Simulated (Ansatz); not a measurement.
A: Ga$_{2}$Pt (fluorite type, space group Fm-3m), a = b = c = 5.9349 Å, α = β = γ = 90.00°
B: C (diamond), a = b = c = 3.5603 Å, α = β = γ = 90.00°
C: ScPt3 (Cu3Au type), a = 3.978 Å, b = 3.978 Å, c = 3.978 Å, α = 90.00°, β = 90.00°, γ = 90.00°

Scan: energy against volume (even scaling of the relaxed cell, symmetry kept). All come from one method, each on a k mesh of its own. All were relaxed with their symmetry unable to fall. Ga2Pt is run without spin polarisation. ScPt3 is run without spin polarisation. Spin-orbit coupling is left out. This is a high-temperature form of Ga2Pt.

Question: Order them by bulk modulus (fitted) (highest first) at the level r2SCAN (plane waves to 500 eV, PAW, scalar-relativistic; Ansatz, an electronic-structure program).

Answer: B (451 GPa), C (218 GPa), A (134 GPa)

(A scan under strain: stresses follow from slopes of the energy per volume, elastic moduli from its curvatures.)
